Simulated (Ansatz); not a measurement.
## Ansatz run, Si2Mo

Input file of Ansatz 0.2.0:

```yaml
crystal:
  lattice:
    - [4.791378, 0.0, 0.0]
    - [-2.395689, 4.14946, 0.0]
    - [0.0, 0.0, 6.674203]
  atoms:
    - { symbol: Mo, position: [0.5, 0.5, 0.1667] }
    - { symbol: Mo, position: [0.0, 0.5, 0.83337] }
    - { symbol: Mo, position: [0.5, 0.0, 0.50003] }
    - { symbol: Si, position: [0.8382, 0.1618, 0.1667] }
    - { symbol: Si, position: [0.6764, 0.8382, 0.83337] }
    - { symbol: Si, position: [0.8382, 0.6764, 0.50003] }
    - { symbol: Si, position: [0.1618, 0.8382, 0.1667] }
    - { symbol: Si, position: [0.3236, 0.1618, 0.83337] }
    - { symbol: Si, position: [0.1618, 0.3236, 0.50003] }
  symmetry: { tolerance: 0.0003 }
kpoints:
  mp_grid: { grid: [8, 8, 5], shift: [0, 0, 0] }
  band_path:
    path:
      - [0.0, 0.0, 0.0]
      - [0.5, 0.0, 0.0]
      - [0.33333333, 0.33333333, 0.0]
      - [0.0, 0.0, 0.0]
      - [0.0, 0.0, 0.5]
      - [0.5, 0.0, 0.5]
      - [0.33333333, 0.33333333, 0.5]
      - [0.0, 0.0, 0.5]
      - [0.5, 0.0, 0.5]
      - [0.5, 0.0, 0.0]
      - [0.33333333, 0.33333333, 0.5]
    npoints: 6
magnetization:
  spin_polarized: false
scf:
  occupations: { method: fermi_dirac }
  lower_state_search: "off"
  max_iter: 200
hamiltonian:
  pseudopotentials: { kind: paw }
  xc: r2scan
basis:
  ecutwfc: 500
  fft_grid_basis: typed
output:
  forces: true
  stress: true
  eigenvalues: true
  bader: true
  populations: true
  elf: true
  write_potential: true
  volumetric_format: npy
  dos:
    e_range: [-12, 8]
    de: 0.05
    projected: { site_lists: { Mo: [Mo], Si: [Si] } }
checkpoint:
  read: saved_state
```

The saved state is an earlier solution for the same cell, perhaps on another mesh. 

Parts of the output:

```
Free energy (F): -18740.3274 eV
Harris-Foulkes:  -18740.3274 eV  (|F-HF|=1.26e-8)
Internal energy: -18740.3013 eV  (E = F + TS)
E sigma→0 (E₀):  -18740.3143 eV
Entropy (-TS):   -0.0262 eV (-2.907 meV/atom)
Fermi energy:    14.8365 eV
--- Per-component energies (eV) ---
  E_band       = -281.5033
  E_kinetic    = 1566.8965
  E_local      = -3628.1402  (includes V_loc(G=0)·N_el)
  E_nonlocal   = 567.8793
  E_hartree    = 1334.6659
  E_xc         = -847.6111
  E_vxc        = -1074.3921  (∫ρ·V_xc dr)
  E_paw        = -12766.9408  (= ΣΔE_a)
  E_vpaw       = -447.0379  (= ΣTr[D̂ρ^β])
  E_aug_tail   = 0.0000  (compensation charges beyond the density's cutoff)
  E_vtau       = 63.9673  (kinetic-family band-sum trace: ∫τ·v_τ [+ j·A + Jᵃ·Aᵃ] dr)
  E_ewald      = -4965.9288
  E_core_change = -1.1222  (= ΣΔE_core)
  E_smearing   = -0.0262  (= −TS)
--- Stress (GPa, compression-positive) ---
      -18.8234       0.0000       0.0000
        0.0000     -18.8234       0.0000
        0.0000       0.0000     -15.0915
  P = ⅓ Tr σ = -17.5795 GPa (-175.795 kbar)
```

Absolute energies hang on the potentials; compare differences alone.

Origin: a known structure type with other elements, at an estimated volume, so it need not be a known compound. Caveats: atoms or cell far from equilibrium.
